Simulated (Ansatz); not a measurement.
Lu$_{3}$InN:
```
Lu3InN
1.0
    4.61816     0.00000     0.00000
    0.00000     4.61816     0.00000
    0.00000     0.00000     4.61816
In Lu N
1 3 1
Direct
  0.00000   0.00000   0.00000
  0.50000   0.50000   0.00000
  0.00000   0.50000   0.50000
  0.50000   0.00000   0.50000
  0.50000   0.50000   0.50000
```

Relaxed with PBEsol. Special points in fractions of this cell's reciprocal vectors: Γ (0.000, 0.000, 0.000); X (0.000, 0.500, 0.000); M (0.500, 0.500, 0.000); R (0.500, 0.500, 0.500).

Question: List the band energies nearest the Fermi level at these points for DFT-PBEsol with spin–orbit coupling in the program Ansatz with PAW potentials.

Answer: In eV from the Fermi level; about four levels below and three above (degenerate sets whole), none deeper than 8.9 eV; points with the same levels are listed once.

```
k                                below                          above
-  -----------------------------------  -----------------------------
Γ  -0.72 -0.72 -0.71 -0.71 -0.71 -0.71  0.84 0.84 1.33 1.33 1.33 1.33
X              -1.05 -1.05 -0.26 -0.26            0.39 0.39 1.64 1.64
M              -2.45 -2.45 -1.38 -1.38            0.86 0.86 1.34 1.34
R  -1.30 -1.30 -1.30 -1.30 -1.08 -1.08  0.33 0.33 0.45 0.45 0.45 0.45
```

Space group Pm-3m (anti-perovskite). The workflow started from an entry of the Crystallography Open Database (COD). Whether it is the stable phase at ambient conditions was not checked. The PBEsol relaxation kept the symmetry of its start; whether a distortion lowers the energy is not shown. With an odd number of electrons in the cell and no spin polarisation, the count alone makes it a metal.

Potentials: the later of the program's two PAW sets.
